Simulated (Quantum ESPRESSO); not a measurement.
```
CELL_PARAMETERS angstrom
      0.00000     3.40124     3.40124
      3.40124     0.00000     3.40124
      3.40124     3.40124     0.00000
ATOMIC_POSITIONS crystal
  Cl 0.75000 0.75000 0.75000
  Cl 0.25000 0.25000 0.25000
  Sr 0.00000 0.00000 0.00000
```

The PBEsol cell relaxed from Materials Project entry mp-23209 was given an isotropic strain of -1.5 % on all lattice vectors, and the atoms were relaxed again.

What does PBEsol (pw.x of Quantum ESPRESSO, ONCV potentials, no spin-orbit coupling) give for the electronic structure near the Fermi level?

The PBEsol gap is direct, 5.30 eV at X.
